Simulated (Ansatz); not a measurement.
An Ansatz (a quantum-chemistry and plane-wave program) input:

Ansatz 0.2 input:
```yaml
crystal:
  lattice:
    - [4.093080893, 0.0, 0.0]
    - [0.0, 4.093080893, 0.0]
    - [0.0, 0.0, 4.093080893]
  atoms:
    - { symbol: Pt, position: [0.0, 0.5, 0.5] }
    - { symbol: Pt, position: [0.5, 0.0, 0.5] }
    - { symbol: Pt, position: [0.5, 0.5, 0.0] }
    - { symbol: Pb, position: [0.0, 0.0, 0.0] }
kpoints:
  mp_grid: { grid: [7, 7, 7] }
  band_path:
    path:
      - [[0.0, 0.0, 0.0], [0.0, 0.5, 0.0], [0.5, 0.5, 0.0], [0.0, 0.0, 0.0], [0.5, 0.5, 0.5], [0.0, 0.5, 0.0]]  # Γ-X-M-Γ-R-X
      - [[0.5, 0.5, 0.5], [0.5, 0.5, 0.0]]  # R-M
    npoints: 12
hamiltonian:
  xc: r2scan
  pseudopotentials: { kind: paw }
magnetization: { noncollinear: true, spin_orbit: true }
scf:
  n_extra_bands: 12
  convergence: { dr2_threshold: 0.0000000001 }
  occupations: { method: gaussian, width: 0.05 }
output: { eigenvalues: true }
```

Q: How many symmetry operations and irreducible k-points will the run report?

A: 48 operations, 20 of 343 k-points.

Q: With a cutoff of 500 eV, how many plane waves at Γ?

A: 1743.

It took very roughly 2.6 core-minutes on shared server cores.

Space group Pm-3m (Cu3Au type). The workflow started from an entry of the Crystallography Open Database (COD). Its standing as an ambient phase is unchecked. Symmetry was held in the r²SCAN relaxation; whether a distortion lowers the energy is not shown. The run is not spin-polarised.

Potentials: the later of the program's two PAW sets.

Ansatz is a plane-wave DFT program.
